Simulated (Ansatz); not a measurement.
TaGe$_{2}$ (space group P6_222)

```yaml
crystal:
  lattice:
    - [4.96726, 0.00000, 0.00000]
    - [-2.48363, 4.30177, 0.00000]
    - [0.00000, 0.00000, 6.74980]
  atoms:
    - { symbol: Ta, position: [0.50000, 0.00000, 0.50000] }
    - { symbol: Ta, position: [0.50000, 0.50000, 0.83333] }
    - { symbol: Ta, position: [0.00000, 0.50000, 0.16667] }
    - { symbol: Ge, position: [0.16359, 0.32718, 0.50000] }
    - { symbol: Ge, position: [0.83641, 0.16359, 0.83333] }
    - { symbol: Ge, position: [0.67282, 0.83641, 0.16667] }
    - { symbol: Ge, position: [0.83641, 0.67282, 0.50000] }
    - { symbol: Ge, position: [0.16359, 0.83641, 0.83333] }
    - { symbol: Ge, position: [0.32718, 0.16359, 0.16667] }
```

The volume is varied about the relaxed value V₀ at fixed cell shape. The atoms relax within the cell's symmetry.

Computed with r2SCAN (plane waves to 500 eV, PAW, scalar-relativistic; Ansatz, an electronic-structure program). k mesh 11×11×7 (Γ-centred), Fermi-Dirac smearing 0.05 eV. E stands for the smeared free energy. Spin-orbit coupling is left out, though Ta is heavy. TaGe2 is run without spin polarisation. TaGe2 was relaxed with its symmetry unable to fall. ΔE is measured from the relaxed starting cell.

Q: Estimate the ΔE (kJ/mol of atoms) for V/V₀ = 0.840, 0.880, 0.920, 0.960, 1.040, 1.080, 1.120, 1.160.

A: 
```
V/V₀   ΔE (kJ/mol of atoms)
-----  --------------------
0.840                  28.0
0.880                  14.5
0.920                   5.9
0.960                   1.4
1.040                   1.2
1.080                   4.4
1.120                   9.3
1.160                  15.5
```

(A scan under strain: stresses follow from slopes of the energy per volume, elastic moduli from its curvatures.)
